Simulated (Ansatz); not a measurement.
MgB2:
```
CELL_PARAMETERS angstrom
      3.06013     0.00000     0.00000
     -1.53007     2.65015     0.00000
      0.00000     0.00000     3.50942
ATOMIC_POSITIONS crystal
  Mg 0.00000 0.00000 0.00000
  B  0.33333 0.66667 0.50000
  B  0.66667 0.33333 0.50000
```

Relaxed with PBEsol.

Question: Decompose the optical modes at the zone centre into irreducible representations, and say which are infrared and Raman allowed.

Answer: Point group 6/mmm: Γ_opt = A2u + B1g + E1u + E2g. Infrared: A2u, E1u. Raman: E2g.

Question: Assign frequencies (DFPT, PBEsol (plane waves, PAW; program Ansatz)).

Answer: E1u 338, A2u 407, E2g 604, B1g 690 cm⁻¹.

Subscripts of B labels follow the axes of the standard setting.

Space group P6/mmm. The cell was relaxed with PBEsol under the symmetry of its start; of distortions, only those at the zone centre were tested. As this level gives no gap, phonon frequencies hold no LO–TO term and depend on the k-mesh and smearing (Fermi–Dirac, 0.1 eV here).

Potentials: the later of the program's two PAW sets.
